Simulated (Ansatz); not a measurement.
# Cu2As: pressure against volume

Cu2As, P4/nmm, a = 3.746 Å, c = 5.849 Å. The structure is a COD entry; whether it is the stable form wasn't checked. Ansatz: PBEsol, PAW, 420 eV, Γ-centred 10×10×6 mesh on 6 atoms, Gaussian smearing 0.10 eV; no spin polarisation. Shape and atoms are relaxed at each volume; pressure is positive in compression.

```
V (Å³/atom) P (GPa)
     12.036        ?
     12.446    15.09
     12.857     9.16
     13.267     4.20
     13.677     0.03
     14.088    -3.43
     14.498    -6.32
     15.045    -9.44
```

Task: Take V0 = 13.677 Å³/atom, count pressures from its P0 = 0.03 GPa, fit the third-order Birch–Murnaghan form to the other rows, and predict the missing pressure.

Result: With the Eulerian strain f = ½[(V0/V)^(2/3) − 1] and y = (P − P0)/[3f(1 + 2f)^(5/2)], the form is the line y = B0 + 1.5 B0 (B0′ − 4) f. Rows (f, y): 0.03245, 132.2; 0.02104, 130.5; 0.01025, 128.9; -0.00977, 124.0; -0.01906, 122.4; -0.03079, 120.2. Means f = 0.0006867, y = 126.37; Σ(Δf)² = 0.003005, ΣΔfΔy = 0.5908; the slope is their ratio. y = 126.2 + 196.6 f GPa, so B0 = 126.2 GPa and B0′ = 4 + 2 × (196.6)/(3 × 126.2) = 5.04. At V = 12.036, f = 0.04447, y = 134.94 and P = 22.31 GPa. The run gave 22.17 GPa, so the fit is 0.14 GPa too high, a small miss on the scale of the series.